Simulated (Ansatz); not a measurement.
Given:

Si3Bi4O12:
```xyz
38
Lattice="-5.1401 5.1401 5.1401 5.1401 -5.1401 5.1401 5.1401 5.1401 -5.1401" Properties=species:S:1:pos:R:3 pbc="T T T"
Si     0.0000     2.5701     3.8551
Si     0.0000     7.7102     1.2850
Si     3.8551     0.0000     2.5701
Si     1.2850     0.0000     7.7102
Si     2.5701     3.8551     0.0000
Si     7.7102     1.2850     0.0000
Bi    -0.8464     4.2937     0.8464
Bi     6.8638    -1.7237     1.7237
Bi     0.8464     0.8464     0.8464
Bi    -1.7237     1.7237     6.8638
Bi     4.2937     0.8464    -0.8464
Bi     1.7237     6.8638    -1.7237
Bi     0.8464    -0.8464     4.2937
Bi     3.4165     3.4165     3.4165
O      1.3424     2.9672     0.6252
O      0.3971     1.2276     7.0850
O      3.7977    -2.9672     5.7653
O      4.7430    -1.2276     1.9448
O      6.4825     2.1729    -0.6252
O      5.5372     3.9125     3.1953
O      3.7977     2.9672    -0.6252
O      4.7430     1.2276     3.1953
O      0.6252     1.3424     2.9672
O      7.0850     0.3971     1.2276
O      5.7653     3.7977    -2.9672
O      1.9448     4.7430    -1.2276
O     -0.6252     6.4825     2.1729
O      3.1953     5.5372     3.9125
O     -0.6252     3.7977     2.9672
O      3.1953     4.7430     1.2276
O      2.9672     0.6252     1.3424
O      1.2276     7.0850     0.3971
O     -2.9672     5.7653     3.7977
O     -1.2276     1.9448     4.7430
O      2.1729    -0.6252     6.4825
O      3.9125     3.1953     5.5372
O      2.9672    -0.6252     3.7977
O      1.2276     3.1953     4.7430
```

This is the PBEsol-relaxed structure. Cartesian axes are those of the cell as given.

Q: All from plane-wave PAW PBEsol (Ansatz code), unless another level is named. Give the piezoelectric stress constants (proper, relaxed ions, C/m²).

A: e14 = e25 = e36 = -0.06.

Q: Next, the Hill bulk and shear moduli?

A: 65.2 and 53.1 GPa.

Q: What about the elastic constants (relaxed ions, GPa)?

A: C11 = 141, C12 = 27.1, C44 = 50.5.

Space group I-43d. The first step of the workflow began from a Materials Project structure, measured or hypothetical; the Crystallography Open Database files this formula in space group No. 220, but the cells were not matched. Whether it is the stable phase at ambient conditions was not checked. The cell was relaxed with PBEsol under the symmetry of its start; its stability against distortions is not shown here. Signs of piezoelectric constants follow the polarity of the cell as given. Scalar-relativistic: spin–orbit coupling is off unless named, which matters more the heavier the elements.

Potentials: the later of the program's two PAW sets.
